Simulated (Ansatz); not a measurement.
BN in space group P6_3mc (No. 186; Pearson symbol hP12), the program Ansatz at the r²SCAN+D4 level (PAW). The conduction-band minimum lies at M, with 3 equivalent valleys. Second derivatives d²E/dk² of the lowest band at one valley (eV·Å²), along Cartesian directions:

| direction | d²E/dk² |
|---|---|
| [100] | 3.302 |
| [010] | 30.19 |
| [001] | 7.735 |
| [110] | 16.75 |
| [101] | 5.518 |
| [011] | 18.96 |

Task: Find the principal effective masses, the density-of-states mass and the conductivity mass.

Result: Off-diagonal terms follow from H_xy = H[110] − (H_xx + H_yy)/2, and m*/mₑ = 7.620 eV·Å² over each eigenvalue: 0.25, 0.99, 2.3. One valley's DOS mass (m₁m₂m₃)^(1/3) = 0.83, conductivity mass 3/(Σ 1/mᵢ) = 0.55 mₑ.

Task: What effective density of states Nc follows at 300 K for parabolic valleys?

Result: Nc = 2.509e19 × 3 × (0.83)^(3/2) ≈ 5.7e19 cm⁻³.

The start of the workflow was typed in or built on a structure type. Its sites differ from those of the usual phase in this space group: another stacking or structure type. The r²SCAN+D4 relaxation kept the symmetry of its start; whether a distortion lowers the energy is not shown.

Potentials: the earlier of the program's two PAW sets.

Edges and masses are those of Kohn–Sham bands, whose gap is no quasiparticle gap.
